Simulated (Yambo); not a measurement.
Yambo run on BaO (NiAs type, space group P6_3/mmc, No. 194). The wavefunctions come from this Quantum ESPRESSO step (LDA, PseudoDojo standard norm-conserving files, scalar-relativistic):

```
&CONTROL
  calculation = 'nscf'
  pseudo_dir = './pseudo'
  outdir = './out'
/
&SYSTEM
  ibrav = 0
  nat = 4
  ntyp = 2
  ecutwfc = 84.0
  ecutrho = 336.0
  occupations = 'fixed'
  force_symmorphic = .true.
  nbnd = 123
/
&ELECTRONS
  conv_thr = 4e-09
  diago_full_acc = .true.
  diago_thr_init = 1e-08
/
ATOMIC_SPECIES
O 15.9990 O.upf
Ba 137.3270 Ba.upf
CELL_PARAMETERS angstrom
  3.699813780608   0.000000000000   0.000000000000
 -1.849906890304   3.204132723278   0.000000000000
  0.000000000000   0.000000000000   6.466213913000
ATOMIC_POSITIONS crystal
O   0.000000000000   0.000000000000   0.500000000000
O   0.000000000000   0.000000000000   0.000000000000
Ba   0.333333333333   0.666666666667   0.250000000000
Ba   0.666666666667   0.333333333333   0.750000000000
K_POINTS automatic
6 6 2 0 0 0
```

Yambo input:

```
rim_cut
gw0
dyson
el_el_corr
HF_and_locXC
ppa
em1d
RandQpts= 1000000
RandGvec= 1 Ry
EXXRLvcs= 84 Ry
VXCRLvcs= 336 Ry
Chimod= "HARTREE"
% BndsRnXp
 1 | 121 |
%
NGsBlkXp= 7 Ry
% LongDrXp
 1.0 | 1.0 | 1.0 |
%
PPAPntXp= 27.2114 eV
% GbndRnge
 1 | 121 |
%
GTermKind= "BG"
DysSolver= "n"
ExtendOut
% QPkrange
 7 | 7 | 16 | 17 |
 14 | 14 | 16 | 17 |
%
```

k points by index: 7 = M, 14 = H.

Resulting energies as the program prints them:

```
#    K-point    Band    Eo [eV]    E [eV]    E-Eo [eV]    Vxc [eV]    Vnlxc [eV]    Sc|Eo [eV]    Sc|E [eV]    dSc/dw|Eo [eV]    Re(Z)    Im(Z)
#
    7    16    -0.021501    -0.609119    -0.587618    -18.66433    -23.55747    4.136893    4.305529    -7.807498    0.777047    -0.001348
    7    17    2.372743    3.035565    0.662822    -9.837686    -5.174310    -3.877411    -4.000553    -5.054776    0.843340    -0.955142E-3
    14    16    0.000000    -0.598286    -0.598286    -18.70270    -23.60823    4.135831    4.307240    -7.794436    0.777337    -0.001341
    14    17    4.817824    5.573508    0.755684    -10.11609    -4.826646    -4.384575    -4.533764    -5.371466    0.835143    -0.875855E-3
```
(The two width columns are left out.) Convergence of these settings isn't established.

Geometry relaxed with LDA.

This is not the ordinary phase of the substance; no match was found in the copy of COD used, and its stability was not checked.
